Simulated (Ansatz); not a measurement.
This run works on a generated trial structure, not on a known crystal.

Input and command of a plane-wave DFT calculation in Ansatz:

```yaml
crystal:
  lattice:
    - [4.2720175365, 0.0, 0.0]
    - [-2.1360087682, 3.699675712, 0.0]
    - [0.0, 0.0, 6.6339308231]
  atoms:
    - { symbol: Cd, position: [0.0, 0.0, 0.7863963712] }
    - { symbol: Cd, position: [0.0, 0.0, 0.2136036288] }
    - { symbol: Cl, position: [0.6666666667, 0.3333333333, 0.5] }
    - { symbol: Cl, position: [0.3333333333, 0.6666666667, 0.0] }
    - { symbol: O, position: [0.6666666667, 0.3333333333, 0.0], spin: 0.57 }
basis:
  ecutwfc: 420
kpoints:
  mp_grid: { grid: [12, 12, 6] }
hamiltonian:
  xc: pbe
scf:
  occupations: { method: gaussian, width: 0.1 }
output:
  forces: true
  stress: true
  eigenvalues: true
  populations: true
magnetization:
  spin_polarized: true
relax:
  adjacent_minimum: "off"
  f_tol: 0.01
  max_steps: 80
  cell: { stress_tol: 0.05 }
```

```bash
ansatz run input.yaml --threads 1 --pin off --max-ram 2560MiB --backend cpu --events-out ev --progress --plain --runs-dir out
```

Processor: Arm Neoverse N1, 1 thread, on a host shared with other jobs.

**Question.** Estimate time, memory and problem size.

**Answer.** About 9.1 min, peak memory 0.69 GiB. It solves 37 bands at 76 k points (after reduction by symmetry) with about 2033 plane waves (on the last cell), in 43 SCF iterations over 4 ionic steps.
